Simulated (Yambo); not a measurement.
A G0W0@LDA run in Yambo for NaGaS2O8 (space group C2/m, No. 12) (2×2×2 Γ-centred k mesh, bands 2 to 231 and a 7 Ry block in the screening, 231 bands in G with the Bruneval-Gonze terminator, plasmon pole fitted at 27.2 eV) gives these matrix elements, in eV, at the band edges ((-0.5, -0.5, 0) → Γ):

```tsv
state	E0	<Vxc>	<Σx>	<Σc(E0)>	Z
valence edge	0.000	-20.336	-26.118	4.042	0.812
conduction edge	4.072	-16.126	-10.959	-3.401	0.848
```

Task: Solve the linearised quasiparticle equation for both states, give the gap, and say how exchange and correlation each act on it.

Result: E = E0 + Z(Σx + Σc − Vxc). Valence: 0.000 + 0.812 × (-26.118 + (4.042) − (-20.336)) = -1.41 eV. Conduction: 4.072 + 0.848 × (-10.959 + (-3.401) − (-16.126)) = 5.57 eV. The gap is 6.98 eV, against 4.07 eV in LDA. Replacing Vxc by bare exchange alone would open it by 10.95 eV; correlation takes back 7.44 eV of that, and Z scales what is left. Nearest settings tried, and what they do to the gap: 183 bands in W, 183 bands in G: +43 meV; 6 Ry block (265 vectors against 319): -15 meV; 2×2×1 mesh: -54 meV. So the settings aren't converged at that level. The k mesh is coarse. Spin-orbit splittings are left out.

The standard potential for Ga keeps a d shell in the valence without the s and p states of that shell. In tests on such compounds this moved G0W0 gaps by up to about 0.9 eV, so absolute quasiparticle energies here are unreliable; differences between settings are what counts.

Geometry of the Materials Project entry, not relaxed at this level; primitive cell a = 4.7596 Å, b = 4.7596 Å, c = 7.2976 Å, α = 92.38°, β = 92.38°, γ = 65.73°.

The structure is a Materials Project entry; no match was found in the copy of COD used, and its stability was not checked.
